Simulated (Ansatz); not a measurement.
# Sr$_{2}$Ge$_{2}$As: phonons across the zone

The calculation used Ansatz 0.2.0, DFT PBE, scalar-relativistic, plane waves, PAW. Plane waves to 420 eV; Γ-centred k mesh 12×12×4; Fermi-Dirac smearing of 0.15 eV. No spin polarisation. Phonons by linear response, acoustic sum rule imposed.

Equilibrium structure at this level:
```yaml
crystal:
  lattice:
    - [4.27501, 0.00000, 0.00000]
    - [-2.13751, 3.70227, 0.00000]
    - [0.00000, 0.00000, 9.44516]
  atoms:
    - { symbol: Sr, position: [0.33333, 0.66667, 0.18989] }
    - { symbol: Sr, position: [0.66667, 0.33333, 0.81011] }
    - { symbol: Ge, position: [0.33333, 0.66667, 0.55224] }
    - { symbol: Ge, position: [0.66667, 0.33333, 0.44776] }
    - { symbol: As, position: [0.00000, 0.00000, 0.00000] }
```

The structure comes from a generated guess, relaxed at this level; another structure or a mixture of phases may lie lower. In a metal, frequencies and elastic constants depend on the k mesh and the smearing, soft modes and shear constants most. Some empty bands missed the eigensolver's threshold. The q mesh is coarse, so values between its points are rough.

Force constants from linear response on a 2×2×1 q mesh.

**Question.** Is the structure dynamically stable on this mesh?

**Answer.** Yes, on this mesh: no mode is imaginary.

**Question.** Give the frequencies (cm⁻¹; i marks imaginary ones) at the irreducible q points, in fractions of the reciprocal vectors.

**Answer.**
```tsv
q	star	frequencies
0.000 0.000 0.000	1	0 0 0 51 51 93 93 109 112 146 146 173 185 186 186
0.000 -0.500 0.000	3	51 67 72 86 87 99 100 115 127 150 154 158 161 167 178
```
